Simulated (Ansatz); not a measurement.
B2O:
Space group P-3m1 (No. 164); a = 2.5462 Å, b = 2.5462 Å, c = 9.6719 Å, α = 90.00°, β = 90.00°, γ = 120.00°

| atom | site | symmetry | x | y | z |
|---|---|---|---|---|---|
| B | 2c | 3m. | 0.0000 | 0.0000 | 0.4098 |
| B | 2d | 3m. | 0.6667 | 0.3333 | 0.0293 |
| O | 2d | 3m. | 0.6667 | 0.3333 | 0.3525 |

Relaxed at zero pressure with PBE+D3(BJ) (plane waves, PAW; program Ansatz).

Task: The volume is raised by 9 % and shape and atoms relax at that volume. What pressure results, and how do the axes share the change?

Result: -1.2 GPa; a 0.3 %, b 0.3 %, c 8.3 %; the energy rises by 4 meV/atom.

Task: Give the new structure.

Result: 
Space group P-3m1 (No. 164); a = b = 2.555 Å, c = 10.470 Å, α = β = 90.00°, γ = 120.00°

```tsv
atom	site	symmetry	x	y	z
B	2c	3m.	0.0000	0.0000	0.4166
B	2d	3m.	0.6667	0.3333	0.0265
O	2d	3m.	0.6667	0.3333	0.3636
```

The phase is kept; no other phase was compared at this pressure.

The workflow started from an entry of the Crystallography Open Database (COD). Whether it is the stable phase at ambient conditions was not checked. The cell was relaxed with PBE+D3(BJ) under the symmetry of its start; its stability against distortions is not shown here.

Potentials: the later of the program's two PAW sets.
